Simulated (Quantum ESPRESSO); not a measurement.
Strain and stress in AgMo4Ru2Zr

All numbers below are calculated, not measured. They come from Quantum ESPRESSO 7.5, a public plane-wave density functional program. Each row is one single-point run on a made-up periodic cell of eight metal atoms, with elements, volume, strain and displacements drawn at random and not relaxed, so a cell may be unstable or far from any real phase. There is no spin polarisation or spin-orbit coupling.

Settings: PBE unless stated; PseudoDojo standard norm-conserving files; Fermi-Dirac width 0.25 eV, which means electrons at about 2900 K; cutoff 1143 eV; 6 x 6 x 3 k mesh shifted half a step off Gamma. E is the free energy of the whole cell (internal energy minus TS), so a -TS column is already part of it. Stress is positive in tension, and the pressure P is minus a third of its trace.

Checks: one run of this series was repeated at a higher cutoff and on a denser mesh, which moved values by no more than 0.002 eV, 0.04 GPa and 0.006 eV/Å, and a second program with other atomic files agreed on it to 2 % rms in force and 0.5 GPa in pressure. Known limits: a spin test at this wide smearing found no moment, but such smearing suppresses magnetism that the real alloy may have.

The lattice is face-centred cubic, and the cell vectors in Å are (-0.003, 0.041, -4.074); (-4.099, -0.023, -0.003); (2.096, 8.188, 1.956), a volume of 136.87 Å³ in run 4. The elements on sites 1 to 8 are Ag Mo Ru Mo Mo Zr Mo Ru. Each run adds the same stretch e on all three axes to one drawn cell, with the atoms carried along. E is counted from run 4.

```
run  e (%)  s_xx (GPa)  s_yy (GPa)  s_zz (GPa)  s_xy (GPa)  P (GPa)  E (meV)
  1  -2.32       -6.78       -7.62       -5.98        2.83     6.79    -38.0
  2  -1.83       -3.55       -4.19       -2.60        2.71     3.45   -100.2
  3  -0.74        2.83        2.61        4.08        2.48    -3.17   -102.1
  4   0.03        6.74        6.78        8.18        2.32    -7.23      0.0
  5   0.87           ?           ?           ?           ?        ?        ?
  6   1.79       14.13       14.65       15.87        2.01   -14.88    515.3
  7   2.40       16.23       16.88       18.04        1.91   -17.05    775.3
```

## Worked fit

A parabola through the runs shown gives P = -7.10 - 5.068 e + 0.390 e² GPa with e in per cent, an error of 0.011 on the linear term and a scatter of 0.05 GPa. The atoms are clamped and the cell is already under stress, so the slope belongs to this path and is not an elastic constant of a real alloy.

## Withheld run

Question: what P should run 5 give?

The fit gives -11.21 ± 0.06 GPa. The calculation gave -11.16 GPa.
